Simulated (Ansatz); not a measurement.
Zr₃N₂ under strain

Method: Ansatz, DFT r2SCAN, scalar-relativistic, plane waves, PAW. Settings: 500 eV cutoff, 12×12×12 k-mesh, Gaussian smearing of 0.10 eV, no spin polarisation.

Starting point, cell and atoms relaxed:

```
Zr N
1.0
     2.82362    1.63022    5.23602
    -2.82362    1.63022    5.23602
     0.00000   -3.26043    5.23602
Zr N
6 4
Direct
  0.42479 0.07521 0.75000
  0.07521 0.75000 0.42479
  0.75000 0.42479 0.07521
  0.25000 0.57521 0.92479
  0.92479 0.25000 0.57521
  0.57521 0.92479 0.25000
  0.33850 0.33850 0.33850
  0.16150 0.16150 0.16150
  0.83850 0.83850 0.83850
  0.66150 0.66150 0.66150
```

Deformation: biaxial strain in the a-b plane, with the length and tilt of c and the atoms relaxed, all within the symmetry that the strain leaves. Energies are extrapolated to zero smearing. Stress is positive in compression, on the Cartesian axes of the cell above.

```csv
strain (%),ΔE (meV/atom),a (Å),b (Å),c (Å),σxx (GPa),σyy (GPa),σzz (GPa),σyz (GPa),σxz (GPa),σxy (GPa)
-2.0,?,6.045,6.045,?,?,?,?,?,?,?
+0.0,0.0,6.168,6.168,6.168,0.00,0.00,0.00,0.00,0.00,0.00
+2.0,13.7,6.292,6.292,6.169,-7.13,-0.65,-6.78,-2.11,0.00,0.00
```

(1) Fill in the row at -2.0 %.

## Answers

(1) ΔE 15.6 meV/atom; c 6.165 Å; σxx 8.83 GPa; σyy 0.80 GPa; σzz 8.24 GPa; σyz 2.56 GPa; σxz 0.00 GPa; σxy 0.00 GPa.